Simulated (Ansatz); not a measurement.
Input:

Mg:
```
CELL_PARAMETERS angstrom
      1.57005     0.90647     7.60683
     -1.57005     0.90647     7.60683
      0.00000    -1.81294     7.60683
ATOMIC_POSITIONS crystal
  Mg 0.00000 0.00000 0.00000
  Mg 0.22204 0.22204 0.22204
  Mg 0.77796 0.77796 0.77796
```

This is the LDA-relaxed structure. Tensor components refer to the Cartesian frame of this cell.

### Question
All from LDA (plane waves, PAW; program Ansatz), unless another level is named. Give the Young's modulus.

### Answer
52.9 GPa.

### Question
What about the elastic constants (relaxed ions, GPa)?

### Answer
C11 = 66.9, C12 = 28.3, C13 = 23.2, C14 = -0.1, C33 = 72.9, C44 = 20.3.

Space group R-3m (9R (Sm type)). The workflow started from a Materials Project entry (that database holds measured and hypothetical structures alike); the Crystallography Open Database copy checked does not list it. It is not the phase usual at ambient conditions (space group No. 194). The LDA relaxation kept the symmetry of its start; whether a distortion lowers the energy is not shown. As this level gives no gap, shear constants depend on the k-mesh and smearing (Fermi–Dirac, 0.1 eV here).

Potentials: the earlier of the program's two PAW sets. The files were generated under PBE; for other functionals the program regenerates the frozen cores, and for LDA and PBEsol the local potential too.
